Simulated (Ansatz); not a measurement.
As:
```yaml
crystal:
  lattice:
    - [-3.44941, 3.44941, 3.44941]
    - [3.44941, -3.44941, 3.44941]
    - [3.44941, 3.44941, -3.44941]
  atoms:
    - { symbol: As, position: [0.00000, 0.25000, 0.50000] }
    - { symbol: As, position: [0.25000, 0.50000, 0.00000] }
    - { symbol: As, position: [0.50000, 0.00000, 0.25000] }
    - { symbol: As, position: [0.25000, 0.25000, 0.25000] }
```

Relaxed with r²SCAN. Special points in fractions of this cell's reciprocal vectors: Γ (0.000, 0.000, 0.000); H (0.500, -0.500, 0.500); N (0.000, 0.000, 0.500); P (0.250, 0.250, 0.250).

**Question.** List the band energies nearest the Fermi level at these points for r²SCAN with spin–orbit coupling (plane waves, PAW; program Ansatz).

**Answer.** In eV from the Fermi level; about four levels below and three above (degenerate sets whole), none deeper than 8.9 eV; points with the same levels are listed once.

| k | below | above |
|---|---|---|
| Γ | -1.72 -1.72 -1.72 -1.72 | 1.06 1.06 1.25 1.25 1.25 1.25 |
| H | -0.06 -0.06 -0.06 -0.06 | 2.12 2.12 2.22 2.22 2.22 2.22 |
| N | -1.44 -1.44 -0.96 -0.96 | 0.25 0.25 1.72 1.72 |
| P | -0.67 -0.55 -0.55 -0.55 | 0.73 1.00 1.00 1.00 |

Space group I4_132. The start of the workflow was typed in or built on a structure type; neither database checked (COD, Materials Project) lists it. It is not the phase usual at ambient conditions (space group No. 166). Symmetry was held in the r²SCAN relaxation. At this level the phase is mechanically unstable. The volume moved by 53 % from the start of the relaxation.

Potentials: the earlier of the program's two PAW sets.
